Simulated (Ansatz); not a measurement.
TiTe$_{2}$ (CdI2 type)

```yaml
crystal:
  lattice:
    - [3.78396, 0.00000, 0.00000]
    - [-1.89198, 3.27701, 0.00000]
    - [0.00000, 0.00000, 6.60161]
  atoms:
    - { symbol: Ti, position: [0.00000, 0.00000, 0.00000] }
    - { symbol: Te, position: [0.33333, 0.66667, 0.25685] }
    - { symbol: Te, position: [0.66667, 0.33333, 0.74315] }
```

Scan: atom 1 (Ti, nearest neighbour Te at 2.765 Å; its periodic images, 3.8 Å or more away, move with it) is displaced along Cartesian z, direction (0.000, 0.000, 1.000) in Cartesian axes, by s. The other atoms stay.

Computed with r2SCAN+rVV10 (plane waves to 500 eV, PAW, scalar-relativistic; Ansatz, an electronic-structure program). k mesh 11×11×6 (Γ-centred), Fermi-Dirac smearing 0.05 eV. Energies are smeared free energies. With partly filled bands, energies and forces of such displacements shift with the k mesh and the smearing. Spin-orbit coupling is left out, though Te is heavy. TiTe2 is run without spin polarisation. TiTe2 was relaxed with its symmetry unable to fall. ΔE is measured from the undisplaced structure.

Question: Predict the ΔE (eV/cell) at s (Å) = -0.830, -0.664, -0.498, -0.166, 0.166, 0.332, 0.498, 0.830.

Answer: 
```json
[
 {"s (Å)": "-0.830", "ΔE (eV/cell)": "3.595"},
 {"s (Å)": "-0.664", "ΔE (eV/cell)": "2.400"},
 {"s (Å)": "-0.498", "ΔE (eV/cell)": "1.383"},
 {"s (Å)": "-0.166", "ΔE (eV/cell)": "0.151"},
 {"s (Å)": "0.166", "ΔE (eV/cell)": "0.151"},
 {"s (Å)": "0.332", "ΔE (eV/cell)": "0.615"},
 {"s (Å)": "0.498", "ΔE (eV/cell)": "1.383"},
 {"s (Å)": "0.830", "ΔE (eV/cell)": "3.595"}
]
```

(For displaced atoms, the force is minus the slope of the energy, and its curvature is a force constant, which sets phonon frequencies.)
